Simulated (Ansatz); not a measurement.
Input file for Ansatz (a quantum-chemistry and plane-wave program):

Ansatz 0.2 input:
```yaml
crystal:
  lattice:
    - [-2.7070071623, 2.7070071623, 5.4105110582]
    - [2.7070071623, -2.7070071623, 5.4105110582]
    - [2.7070071623, 2.7070071623, -5.4105110582]
  atoms:
    - { symbol: Cu, position: [0.0, 0.0, 0.0] }
    - { symbol: Cu, position: [0.75, 0.25, 0.5] }
    - { symbol: Zn, position: [0.25, 0.75, 0.5] }
    - { symbol: Sn, position: [0.5, 0.5, 0.0] }
    - { symbol: S, position: [0.6351832419, 0.6287101754, 0.5221585457] }
    - { symbol: S, position: [0.1065516297, 0.1130246962, 0.4778414543] }
    - { symbol: S, position: [0.3712898246, 0.8934483703, 0.0064730665] }
    - { symbol: S, position: [0.8869753038, 0.3648167581, 0.9935269335] }
kpoints:
  mp_grid: { grid: [6, 6, 6] }
  band_path:
    path:
      - [[0.0, 0.0, 0.0], [0.0, 0.0, 0.5], [0.25, 0.25, 0.25], [0.0, 0.5, 0.0], [0.0, 0.0, 0.0], [0.5, 0.5, -0.5], [0.3125809628, 0.6874190372, -0.3125809628]]  # Γ-X-P-N-Γ-M-S
      - [[-0.3125809628, 0.3125809628, 0.3125809628], [0.0, 0.0, 0.0]]  # S_0-Γ
      - [[0.0, 0.0, 0.5], [-0.1251619256, 0.1251619256, 0.5]]  # X-R
      - [[0.5, 0.5, -0.1251619256], [0.5, 0.5, -0.5]]  # G-M
      - [VBM, CBM]
    npoints: 8
hamiltonian:
  xc: r2scan
  pseudopotentials: { kind: paw }
magnetization: { noncollinear: true, spin_orbit: true }
scf:
  n_extra_bands: 16
  convergence: { dr2_threshold: 0.0000000001 }
  occupations: { method: gaussian, width: 0.01 }
checkpoint: { write: soc.run }
output: { eigenvalues: true }
```

Output (shortened):

```
Pseudopotential: Cu, paw_fr, valence charge 19
Pseudopotential: Zn, paw_fr, valence charge 12
Pseudopotential: Sn, paw_fr, valence charge 14
Pseudopotential: S, paw_fr, valence charge 6
Functional definition: r2SCAN
non-collinear run that drives no moment, with spin-orbit …
Crystal: 8 atoms, lattice volume = 158.590 Å³
Basis set: ecut = 500 eV, 4035 PW (Γ), exchange–correlation on 200×200×200 points (64 copies of the dense FFT grid, shifted against one another)
Bands: 104, of which v1, the nominal top of the filled ones, is band 88 counted from 1 (87 counted from 0)
Symmetry: 4 space group operations + 4 with time reversal
k-points: 36 of 216 (time reversal used)
Projection manifold: j_resolved (fully-relativistic pseudo-atomic orbitals)
iter 1 solved again at ethr=2.49e-3 eV; its pass at ethr=3.10e-3 eV (dr2=2.19e0 eV) is discarded
SCF iter   1: F=—  HF=-26237.780429 eV  |F-HF|=—  |Δ(HF+E_count)|=         —  Δρ=3.94e-2  dr2=2.18e0  dr2_τ=1.12e-2  dr2_m=0.00e0 (ungated)  ethr=2.49e-3  |M|=0.00e0 ∫|m|=0.00e0 μB  |m|>n=0.0e0 m-floor=0.0e0 τ_xc=0.0e0  β_m=0.30  ⟨swp⟩=2.5  Hψ=22356  notcnv=0
preconditioner: auto → Resta (q_TF=auto, 2.473 Å⁻¹)
spin=Noncollinear: Resta preconditioning applied to the charge; magnetization (m_x, m_y, m_z) channels mix plain (no charge-response kernel on spin).
SCF iter   2: F=—  HF=-26237.636406 eV  |F-HF|=—  |Δ(HF+E_count)|=   1.44e-1  Δρ=2.73e-2  dr2=1.03e0  dr2_τ=1.56e-3  dr2_m=0.00e0 (ungated)  ethr=2.48e-3  |M|=0.00e0 ∫|m|=0.00e0 μB  |m|>n=0.0e0 m-floor=0.0e0 τ_xc=0.0e0  β_m=0.54  ⟨swp⟩=2.1  Hψ=6197  notcnv=0
SCF iter   3: F=—  HF=-26237.707045 eV  |F-HF|=—  |Δ(HF+E_count)|=   7.06e-2  Δρ=1.78e-2  dr2=4.02e-1  dr2_τ=1.07e-3  dr2_m=0.00e0 (ungated)  ethr=1.17e-3  |M|=0.00e0 ∫|m|=0.00e0 μB  |m|>n=0.0e0 m-floor=0.0e0 τ_xc=0.0e0  β_m=0.48  ⟨swp⟩=2.1  Hψ=5649  notcnv=0  defer=346
SCF iter   4: F=—  HF=-26237.642798 eV  |F-HF|=—  |Δ(HF+E_count)|=   6.42e-2  Δρ=8.77e-3  dr2=7.91e-2  dr2_τ=1.74e-4  dr2_m=0.00e0 (ungated)  ethr=4.57e-4  |M|=0.00e0 ∫|m|=0.00e0 μB  |m|>n=0.0e0 m-floor=0.0e0 τ_xc=0.0e0  β_m=0.45  ⟨swp⟩=3.4  Hψ=6574  notcnv=0  defer=346
SCF iter   5: F=—  HF=-26237.638230 eV  |F-HF|=—  |Δ(HF+E_count)|=   4.57e-3  Δρ=2.87e-3  dr2=9.43e-3  dr2_τ=4.14e-5  dr2_m=0.00e0 (ungated)  ethr=8.99e-5  |M|=0.00e0 ∫|m|=0.00e0 μB  |m|>n=0.0e0 m-floor=0.0e0 τ_xc=0.0e0  β_m=0.61  ⟨swp⟩=2.0  Hψ=5268  notcnv=0  defer=348
SCF iter   6: F=—  HF=-26237.640976 eV  |F-HF|=—  |Δ(HF+E_count)|=   2.75e-3  Δρ=8.24e-4  dr2=1.13e-3  dr2_τ=6.67e-6  dr2_m=0.00e0 (ungated)  ethr=1.07e-5  |M|=0.00e0 ∫|m|=0.00e0 μB  |m|>n=0.0e0 m-floor=0.0e0 τ_xc=0.0e0  β_m=0.72  ⟨swp⟩=2.1  Hψ=5572  notcnv=0  defer=348
SCF iter   7: F=—  HF=-26237.641383 eV  |F-HF|=—  |Δ(HF+E_count)|=   4.07e-4  Δρ=6.26e-4  dr2=4.87e-4  dr2_τ=9.36e-7  dr2_m=0.00e0 (ungated)  ethr=1.28e-6  |M|=0.00e0 ∫|m|=0.00e0 μB  |m|>n=0.0e0 m-floor=0.0e0 τ_xc=0.0e0  β_m=0.71  ⟨swp⟩=2.0  Hψ=5560  notcnv=0  defer=348
SCF iter   8: F=—  HF=-26237.641451 eV  |F-HF|=—  |Δ(HF+E_count)|=   6.79e-5  Δρ=6.78e-4  dr2=4.95e-4  dr2_τ=6.67e-7  dr2_m=0.00e0 (ungated)  ethr=5.54e-7  |M|=0.00e0 ∫|m|=0.00e0 μB  |m|>n=0.0e0 m-floor=0.0e0 τ_xc=0.0e0  β_m=0.53  ⟨swp⟩=2.0  Hψ=6717  notcnv=0  defer=348
SCF iter  15: F=-26237.641337 eV  HF=-26237.641337 eV  |F-HF|=4.37e-11  |Δ(HF+E_count)|=  1.82e-11  Δρ=2.01e-7  dr2=5.01e-11  dr2_τ=1.17e-13  dr2_m=0.00e0 (ungated)  ethr=1.00e-12  |M|=0.00e0 ∫|m|=0.00e0 μB  |m|>n=0.0e0 m-floor=0.0e0 τ_xc=0.0e0  ⟨swp⟩=10.0  Hψ=15370  notcnv=0
SCF 1 converged in 15 iterations: F = -26237.641337 eV  dr2 = 5.01e-11
NSCF: frozen V_eff on 36 k-points
NSCF: frozen V_eff on 36 k-points
NSCF: frozen V_eff on 19 k-points
NSCF: frozen V_eff on 6 k-points
NSCF: frozen V_eff on 3 k-points
NSCF: frozen V_eff on 3 k-points
NSCF: frozen V_eff on 3 k-points
NSCF: frozen V_eff on 3 k-points
NSCF: frozen V_eff on 85 k-points
SCF converged after 15 iterations
Magnetization: |M| = 0.0000 μB,  M = (+0.0000, +0.0000, +0.0000) μB
Absolute magnetization: 0.0000 μB (∫|m|)
  site 0: m = (+0.0000, +0.0000, +0.0000) μB, |m| = 0.0000 μB  (R = 0.95 Å)
  site 1: m = (+0.0000, +0.0000, +0.0000) μB, |m| = 0.0000 μB  (R = 0.95 Å)
  site 2: m = (+0.0000, +0.0000, +0.0000) μB, |m| = 0.0000 μB  (R = 0.97 Å)
  site 3: m = (+0.0000, +0.0000, +0.0000) μB, |m| = 0.0000 μB  (R = 1.01 Å)
  site 4: m = (+0.0000, +0.0000, +0.0000) μB, |m| = 0.0000 μB  (R = 0.95 Å)
  site 5: m = (+0.0000, +0.0000, +0.0000) μB, |m| = 0.0000 μB  (R = 0.95 Å)
  site 6: m = (+0.0000, +0.0000, +0.0000) μB, |m| = 0.0000 μB  (R = 0.95 Å)
  site 7: m = (+0.0000, +0.0000, +0.0000) μB, |m| = 0.0000 μB  (R = 0.95 Å)
Free energy (F): -26237.641337 eV
Harris-Foulkes:  -26237.641337 eV  (|F-HF|=4.37e-11)
Internal energy: -26237.641337 eV  (E = F + TS)
E sigma→0 (E₀):  -26237.641337 eV
Fermi energy:    8.341288 eV
--- Per-component energies (eV) ---
  E_band       = -1165.576137
  E_kinetic    = 1344.578184
  E_local      = -14962.178398  (includes V_loc(G=0)·N_el)
  E_nonlocal   = 1506.899458
  E_hartree    = 6745.496323
  E_xc         = -1029.812490
  E_vxc        = -780.095870  (∫ρ·V_xc dr)
  E_paw        = -11805.421505  (= ΣΔE_a)
  E_vpaw       = -1810.190421  (= ΣTr[D̂ρ^β])
  E_aug_tail   = 0.000246  (compensation charges beyond the density's cutoff)
  E_vtau       = 44.418751  (kinetic-family band-sum trace: ∫τ·v_τ [+ j·A + Jᵃ·Aᵃ] dr)
  E_ewald      = -8036.737600
  E_core_change = -0.465554  (= ΣΔE_core)
  E_smearing   =  0.000000  (= −TS)
  E_closure    = 0.000000  (closes the sum)
  Σ components = -26237.641337   (vs F -26237.641337, Δ=0.00e0)
  [band-id]    e_kinetic+e_local+e_nonlocal+2·e_hartree+e_vxc+e_vpaw+e_augmentation_tail+e_vtau = -1165.575407   (vs E_band -1165.576137, Δ=7.31e-4)
--- Band table (eV; the first three rows and the last of 36) ---
  k-point 0: bands = ["-107.3491", "-107.3491", "-107.3358", "-107.3358", "-64.9524", "-64.9524", "-64.9388", "-64.9388", "-62.3996", "-62.3996", "-62.3714", "-62.3714", "-62.3516", "-62.3516", "-62.3494", "-62.3494", "-15.6238", "-15.6238", "-15.6198", …
  k-point 1: bands = ["-107.3491", "-107.3491", "-107.3358", "-107.3358", "-64.9524", "-64.9524", "-64.9388", "-64.9388", "-62.3996", "-62.3996", "-62.3714", "-62.3714", "-62.3516", "-62.3516", "-62.3494", "-62.3494", "-15.6239", "-15.6238", "-15.6199", …
  k-point 2: bands = ["-107.3491", "-107.3491", "-107.3358", "-107.3358", "-64.9524", "-64.9524", "-64.9388", "-64.9388", "-62.3996", "-62.3996", "-62.3714", "-62.3714", "-62.3516", "-62.3516", "-62.3494", "-62.3494", "-15.6240", "-15.6239", "-15.6199", …
  k-point 35: bands = ["-107.3491", "-107.3491", "-107.3358", "-107.3358", "-64.9524", "-64.9524", "-64.9388", "-64.9388", "-62.3996", "-62.3996", "-62.3714", "-62.3714", "-62.3516", "-62.3516", "-62.3494", "-62.3494", "-15.6239", "-15.6239", "-15.6196", …
```

Cost: around 21 core-minutes (rough) on shared cores.

Space group I-4. The cell was relaxed with r²SCAN under the symmetry of its start. No spin polarisation was allowed.

Potentials: the later of the program's two PAW sets.

Ansatz is a plane-wave DFT program.
